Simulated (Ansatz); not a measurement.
SrIn2:
```cif
data_In4Sr2
_chemical_formula_sum 'Sr2 In4'
_space_group_name_H-M_alt 'P 1'
_space_group_IT_number 1
_cell_length_a 5.03560
_cell_length_b 5.03560
_cell_length_c 8.14035
_cell_angle_alpha 90.000
_cell_angle_beta 90.000
_cell_angle_gamma 120.000
loop_
_space_group_symop_operation_xyz
  'x, y, z'
loop_
_atom_site_label
_atom_site_type_symbol
_atom_site_fract_x
_atom_site_fract_y
_atom_site_fract_z
_atom_site_occupancy
Sr1 Sr 0.00000 0.00000 0.75000 1
Sr2 Sr 0.00000 0.00000 0.25000 1
In1 In 0.33333 0.66667 0.95317 1
In2 In 0.66667 0.33333 0.04683 1
In3 In 0.66667 0.33333 0.45317 1
In4 In 0.33333 0.66667 0.54683 1
```

Relaxed with r²SCAN.

**Question.** Which orbitals make up the states near the Fermi level in plane-wave PAW r²SCAN (Ansatz code)?

**Answer.** Within 0.5 eV of the Fermi level: In 5p 54 %, In 5s 20 %, Sr 5s 5 %, outside the projected shells 20 %. Projections are on Löwdin-orthogonalised atomic valence shells; empty p or d shells of many metals are not among them.

**Question.** Tabulate the density of states.

**Answer.** States/eV per cell of 6 atoms, in 0.25 eV bins, energy from the Fermi level.

```
E (eV)  total  In 5p  In 5s  Sr 5s
------  -----  -----  -----  -----
-7.85    1.14   0.20   0.71   0.20
-7.60    1.40   0.28   0.89   0.19
-7.35    1.75   0.40   1.14   0.16
-7.10    2.48   0.61   1.67   0.12
-6.85    2.54   0.69   1.69   0.07
-6.60    2.16   0.63   1.43   0.03
-6.35    1.83   0.57   1.18   0.02
-6.10    0.78   0.27   0.47   0.02
-5.85    1.00   0.39   0.55   0.03
-5.60    1.58   0.67   0.83   0.03
-5.35    1.50   0.66   0.76   0.03
-5.10    1.64   0.73   0.83   0.03
-4.85    1.71   0.78   0.85   0.03
-4.60    1.94   0.93   0.90   0.05
-4.35    1.39   0.67   0.66   0.02
-4.10    1.04   0.51   0.49   0.01
-3.85    0.82   0.41   0.38   0.01
-3.60    0.68   0.34   0.31   0.00
-3.35    0.79   0.47   0.25   0.04
-3.10    0.95   0.63   0.21   0.06
-2.85    1.76   1.32   0.23   0.12
-2.60    2.45   1.93   0.24   0.15
-2.35    2.47   1.98   0.23   0.12
-2.10    3.31   2.78   0.22   0.13
-1.85    3.78   3.32   0.19   0.07
-1.60    5.86   5.32   0.15   0.04
-1.35    4.78   4.31   0.13   0.02
-1.10    4.40   3.96   0.09   0.01
-0.85    1.93   1.69   0.06   0.01
-0.60    1.10   0.93   0.04   0.00
-0.35    0.58   0.48   0.02   0.00
-0.10    0.39   0.27   0.03   0.01
0.15     0.86   0.36   0.22   0.08
0.40     1.54   0.66   0.43   0.10
0.65     3.52   1.77   0.83   0.13
0.90     5.77   2.98   1.17   0.11
1.15     3.61   1.77   0.62   0.08
1.40     3.38   1.70   0.58   0.10
1.65     3.77   1.98   0.60   0.12
1.90     4.70   2.41   0.63   0.18
2.15     4.37   2.11   0.56   0.22
2.40     4.28   1.94   0.52   0.20
2.65     5.16   2.20   0.54   0.18
2.90     5.98   2.14   0.55   0.17
3.15     4.51   1.52   0.34   0.18
3.40     4.32   1.30   0.30   0.30
3.65     4.85   1.36   0.25   0.27
3.90     4.58   1.26   0.22   0.32
4.15     2.64   0.57   0.11   0.10
```

Space group P6_3/mmc. The workflow started from a Materials Project entry (that database holds measured and hypothetical structures alike); the Crystallography Open Database copy checked does not list it. Whether it is the stable phase at ambient conditions was not checked. Symmetry was held in the r²SCAN relaxation; whether a distortion lowers the energy is not shown. Spin–orbit coupling is left out wherever it is not named.

Potentials: the later of the program's two PAW sets.
